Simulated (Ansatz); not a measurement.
NbAs:
```xyz
2
Lattice="3.2175 0.0000 0.0000 0.0000 3.2175 0.0000 0.0000 0.0000 3.2175" Properties=species:S:1:pos:R:3 pbc="T T T"
Nb     0.0000     0.0000     0.0000
As     1.6087     1.6087     1.6087
```

Relaxed with PBE. Special points in fractions of this cell's reciprocal vectors: Γ (0.000, 0.000, 0.000); X (0.000, 0.500, 0.000); M (0.500, 0.500, 0.000); R (0.500, 0.500, 0.500).

### Question
List the band energies nearest the Fermi level at these points for PBE (plane waves, PAW; program Ansatz).

### Answer
In eV from the Fermi level; about four levels below and three above (degenerate sets whole), none deeper than 8.9 eV; points with the same levels are listed once.

```csv
k,below,above
Γ,-2.95 -2.95,0.18 0.18 0.18
X,-7.39 -2.32 -2.32 -2.07,1.82 3.01 5.75
M,-4.51 -4.51 -2.55 -0.15 -0.15,1.84 1.98 3.17
R,-6.19 -6.19 -6.19,3.30 3.30 3.50 3.50 3.50
```

Space group Pm-3m (CsCl type). A made-up cell: these elements were put on the sites of a structure type; neither database checked (COD, Materials Project) lists it. COD files the formula under space group No. 109, so this cell is another polymorph or a model. Its standing as an ambient phase is unchecked. Symmetry was held in the PBE relaxation; its stability against distortions is not shown here. The run is not spin-polarised. Spin–orbit coupling is left out wherever it is not named.

Potentials: the later of the program's two PAW sets.
